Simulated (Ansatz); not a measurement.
# CaCoN, a known structure type with other elements, at an estimated volume

```yaml
crystal:
  lattice:
    - [3.36787, 0.00000, 0.00000]
    - [0.00000, 3.36787, 0.00000]
    - [0.00000, 0.00000, 7.13008]
  atoms:
    - { symbol: Co, position: [0.00000, 0.50000, 0.08390] }
    - { symbol: Co, position: [0.50000, 0.00000, 0.91610] }
    - { symbol: Ca, position: [0.00000, 0.50000, 0.65030] }
    - { symbol: Ca, position: [0.50000, 0.00000, 0.34970] }
    - { symbol: N, position: [0.00000, 0.50000, 0.33000] }
    - { symbol: N, position: [0.50000, 0.00000, 0.67000] }
```

Single point in Ansatz 0.2.0 with LDA, spin-orbit coupling. Cutoff 420 eV, PAW datasets, 5×5×3 Γ-centred k mesh, fermi-dirac filling (width 0.1 eV).

Magnetic state (reached from a saved solution, and it need not be the lowest): Co1 along (0.00, 0.00, 1.00), Co2 along (0.00, 0.00, 1.00), N5 along (0.00, 0.00, 1.00), N6 along (0.00, 0.00, 1.00).

Stress: The pressure is -0.9 GPa (compression positive), so with the atoms held at these fractions the cell would first shrink; the forces are large, so a full relaxation may end otherwise. The principal stresses -1.5, -1.5, 0.3 GPa differ, so its shape would change too.
Moments: Co1 1.67, Co2 1.67, N5 0.34, N6 0.34 μB of spin moment in Bader basins; net size 4.11 μB a cell.
Forces: The largest is on N5 (and as large on other atoms): 1.02 eV/Å, components (0.00, 0.00, -1.02). It makes 0° with the line to a nearest neighbour, Co1 at 1.75 Å, pointing towards it.
Charges: Bader charges in e: Ca +1.32, Co +0.10, N -1.42. In the mean Ca gives up most and N takes most.
Electronic structure: It is a metal, with about 5.2 states/eV a cell as the mean within 0.25 eV of the Fermi level, mostly Co d (73 %) and N p (16 %).

Origin: a known structure type with other elements, at an estimated volume, so it need not be a known compound. Caveats: semilocal functionals often miss the gap of such magnets; the k mesh is coarse if the cell is a metal; the SCF threshold is loose for a stress.
